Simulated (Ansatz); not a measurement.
# Mg₂C₃: moving C off its site

Mg₂C₃, C2/m, a = 4.774 Å, b = 4.679 Å, c = 5.011 Å, β = 104.3°. The structure is a COD entry; whether it is the stable form wasn't checked. Ansatz: r2SCAN, PAW, 500 eV, Γ-centred 8×8×6 mesh on 5 atoms, Gaussian smearing 0.05 eV; no spin polarisation.

```yaml
crystal:
  lattice:
    - [2.38702, -2.33941, -0.00634]
    - [2.38702, 2.33941, -0.00634]
    - [-1.22536, 0.00000, 4.85842]
  atoms:
    - { symbol: Mg, position: [0.80824, 0.80824, 0.19843] }
    - { symbol: Mg, position: [0.19176, 0.19176, 0.80157] }
    - { symbol: C, position: [0.30417, 0.30417, 0.26146] }
    - { symbol: C, position: [0.69583, 0.69583, 0.73854] }
    - { symbol: C, position: [0.50000, 0.50000, 0.50000] }
```

Atom 5 (C) moves by x along the unit vector (0.000, 0.000, 1.000), with its periodic images; all else is held. y is the free energy of the cell over the start, F the force along the path summed over the moved atoms. Symmetry makes y even in x.

```
  x (Å) y (meV) F (eV/Å)
-0.1000    369.6      7.50
-0.0333     40.5      2.43
 0.0000      0.0      0.00
 0.0167     10.2     -1.22
 0.0500     91.4     -3.67
 0.0667    163.1     -4.92
 0.0833        ?         ?
```

**Question.** Fit y = c2 x² + c4 x⁴ to the energies of the other rows, give the force constant, and predict energy and force of the missing row.

**Answer.** Least squares on the rows shown. y = 36428 x² + 53129 x⁴. The force constant is 2 c2 = 72.9 eV/Å² (for all images moving together, not for a lone atom). The force −dy/dx at the missing row is -6.19 eV/Å (computed -6.19). At x = 0.0833 the fit asked for gives 255.3 meV. The run gave 255.3 meV, the same to the digits shown.

Cost: 7 runs of about 2.3 core-minutes in all, on Arm Neoverse V2 (shared hosts).